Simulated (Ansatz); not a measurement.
**Al2GaAs3 (I-4m2) at 2 levels of theory**

One geometry, relaxed with PBE; plane waves with PAW potentials in Ansatz, scalar-relativistic. No spin polarisation. Gaps are the least over mesh and band path; pressure is positive in compression.

```xyz
6
Lattice="-2.0278 2.0278 8.5981 2.0278 -2.0278 8.5981 2.0278 2.0278 -8.5981" Properties=species:S:1:pos:R:3 pbc="T T T"
Al    0.0000    0.0000   11.4661
Al    0.0000    0.0000    5.7300
Ga    0.0000    0.0000    0.0000
As    0.0000    2.0278    7.1553
As    2.0278    0.0000    4.2990
As    0.0000    2.0278    1.4428
```

```
level  cutoff (eV)    k mesh  gap (eV)  pressure (GPa)
  PBE          420  10×10×10      1.11             0.0
```

**Question.** What comes out on the same cell with r2SCAN?

**Answer.**
```
 level  cutoff (eV)    k mesh  gap (eV)  pressure (GPa)
r2SCAN          500  10×10×10      1.60            -2.2
```

The structure comes from a generated guess; another structure or a mixture of phases may lie lower.
